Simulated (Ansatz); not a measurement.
# La2MgGeO6 in Ansatz, settings compared

Input:

```yaml
crystal:
  lattice:
    - [2.7474, 1.586211, 4.428904]
    - [-2.7474, 1.586211, 4.428904]
    - [0.0, -3.172421, 4.428904]
  atoms:
    - { symbol: La, position: [0.752, 0.752, 0.752] }
    - { symbol: Ge, position: [0.503, 0.503, 0.503] }
    - { symbol: Mg, position: [0.0, 0.0, 0.0] }
    - { symbol: O, position: [0.69, 0.255, 0.789] }
    - { symbol: O, position: [0.789, 0.69, 0.255] }
    - { symbol: O, position: [0.255, 0.789, 0.69] }
    - { symbol: O, position: [0.208, 0.324, 0.735] }
    - { symbol: O, position: [0.735, 0.208, 0.324] }
    - { symbol: O, position: [0.324, 0.735, 0.208] }
    - { symbol: La, position: [0.248, 0.248, 0.248] }
  symmetry: { tolerance: 0.0003 }
kpoints:
  mp_grid: { grid: [4, 4, 4], shift: [0, 0, 0] }
magnetization:
  spin_polarized: false
scf:
  occupations: { method: fermi_dirac }
hamiltonian:
  pseudopotentials: { kind: paw }
  xc: r2scan
basis:
  ecutwfc: 500
output:
  forces: true
  stress: true
  eigenvalues: true
```

Launch command:

```bash
ansatz run input.yaml --threads 1 --pin off --max-ram 2560MiB --backend cpu --events-out ev --progress --plain --runs-dir out
```

Origin of the cell: a database entry, scaled a little.

The smearing width isn't typed, so it takes its default of 0.1 eV.

Output of this run (shortened):

```
Warning: crystal.lattice misses the space group found at crystal.symmetry.tolerance 3.0e-4 in a digit that the deck types, which is why this is a warning: making the lattice exact moves one o […]
Pseudopotentials: kind: paw
Pseudopotential: La, paw, valence charge 11, recommended cutoff 500 eV (meta_gga), La.paw.azcp
Pseudopotential: Ge, paw, valence charge 14, recommended cutoff 500 eV (meta_gga), Ge.paw.azcp
Pseudopotential: Mg, paw, valence charge 10, recommended cutoff 500 eV (meta_gga), Mg.paw.azcp
Pseudopotential: O, paw, valence charge 6, recommended cutoff 500 eV (meta_gga), O.paw.azcp
Functional definition: r2SCAN
  exchange = r2scan_x(k0 = k0, k1 = k1, a1 = a1)
  correlation = r2scan_c
Crystal: 10 atoms, lattice volume = 115.806 Å³
Basis set: ecut = 500 eV, 2921 PW (Γ), exchange–correlation on 160×160×160 points (64 copies of the dense FFT grid, shifted against one another)
[… 16 lines left out …]
Initial density: superposition of atomic densities (neutral atoms: chi_scale 0, normalization atom), corrected by the library's trained network
Functional: x = r2scan, c = r2scan; τ floored in thin density (d = 2e-4 eV/Å³)
SCF iter   1: F=—  HF=-22185.225249 eV  Δρ=1.28e-2  dr2=2.20e-1  dr2_τ=4.71e-1
SCF iter   2: F=—  HF=-22185.548212 eV  Δρ=6.21e-3  dr2=3.48e-2  dr2_τ=3.89e-3  defer=30
SCF iter   3: F=—  HF=-22185.542278 eV  Δρ=2.03e-3  dr2=2.00e-3  dr2_τ=2.44e-4  defer=30
SCF iter   4: F=—  HF=-22185.542358 eV  Δρ=4.48e-4  dr2=2.60e-4  dr2_τ=1.46e-5  defer=30
SCF iter   5: F=—  HF=-22185.542280 eV  Δρ=1.88e-4  dr2=2.15e-5  dr2_τ=3.32e-6  defer=30
SCF iter   6: F=—  HF=-22185.542293 eV  Δρ=3.24e-5  dr2=6.97e-7  dr2_τ=8.87e-8  defer=30
SCF iter   7: F=—  HF=-22185.542294 eV  Δρ=1.20e-5  dr2=1.57e-7  dr2_τ=1.65e-8
SCF iter   8: F=-22185.542294 eV  HF=-22185.542294 eV  Δρ=3.75e-6  dr2=1.32e-8  dr2_τ=2.02e-9
SCF 1 converged in 8 iterations: F = -22185.542294 eV  dr2 = 1.32e-8
SCF converged after 8 iterations
Free energy (F): -22185.542294 eV
Harris-Foulkes:  -22185.542294 eV  (|F-HF|=7.12e-9)
Internal energy: -22185.542294 eV  (E = F + TS)
E sigma→0 (E₀):  -22185.542294 eV
Fermi energy:    13.412504 eV
--- Per-component energies (eV) ---
  E_band       = -316.474849
  E_kinetic    = 1647.010386
  E_local      = -6090.947269  (includes V_loc(G=0)·N_el)
  E_nonlocal   = 998.261486
  E_hartree    = 2436.396686
  E_xc         = -810.246037
  E_vxc        = -1074.564205  (∫ρ·V_xc dr)
  E_paw        = -14175.843362  (= ΣΔE_a)
  E_vpaw       = -732.363463  (= ΣTr[D̂ρ^β])
  E_aug_tail   = 0.006095  (compensation charges beyond the density's cutoff)
  E_vtau       = 63.331057  (kinetic-family band-sum trace: ∫τ·v_τ [+ j·A + Jᵃ·Aᵃ] dr)
  E_ewald      = -6189.013682
  E_core_change = -1.166595  (= ΣΔE_core)
  E_smearing   = -0.000000  (= −TS)
  Σ components = -22185.542294   (vs F -22185.542294, Δ=0.00e0)
--- Forces (eV/Å), atoms counted from 1 ---
  atom   1  La     0.000000    -0.000000    -0.004738
  atom   2  Ge    -0.000000    -0.000000    -0.671330
[… 3 lines left out …]
  atom   6  O     -0.432217     0.079695     0.868390
  atom   7  O      0.066727    -1.053975    -0.829010
  atom   8  O      0.879405     0.584775    -0.829010
  atom   9  O     -0.946133     0.469200    -0.829010
  atom  10  La    -0.000000     0.000000     0.289549
  max |Σ_I F_I| component: 5.32e-5 eV/Å
--- Stress (GPa, compression-positive) ---
        3.366249      -0.000000       0.000000
        0.000000       3.366249       0.000000
       -0.000000       0.000000       5.038207
  P = ⅓ Tr σ = 3.9236 GPa (39.236 kbar)
```

The same input was run again with these changes:

1. `crystal.symmetry` { tolerance: 0.0003 } → { detect: false }
2. `scf.occupations.method` fermi_dirac → cold; `scf.occupations.width` default → 0.2; `hamiltonian.dispersion` default → d3bjatm
3. `basis.xc_grid` default → 4
4. `hamiltonian.hubbard` default → { sites: [{ species: La, l: f, u_eff: 3.0 }], double_counting: amf }

```
 run        end  SCF iterations  P (GPa)  max force component (eV/Å)  gap on mesh (eV)  moment (μB)  ΔE(σ→0) (meV/atom)
base  converged               8     3.92                       1.054              4.75            –                   0
   1  converged               8     3.92                       1.054              4.75            –                0.00
   2  converged               8     2.63                       1.055              4.75            –                   –
   3  converged               8     3.92                       1.054              4.75            –                0.00
   4  converged               9     3.92                       1.054              4.74            –                   –
```

Energies are compared only where functional, datasets, charge and starting cell are the same.

Not properties of the system: run 2 (too coarse or loose: `scf.occupations.width` = 0.2).

Caveats of the base run: no spin-orbit coupling, though heavy elements are present.

Run 2: wide smearing.

Time of the base run: 12 s on 1 thread of Intel(R) Xeon(R) 6975P-C (Granite Rapids) (shared host), peak memory 0.76 GiB, from the program's own first density.
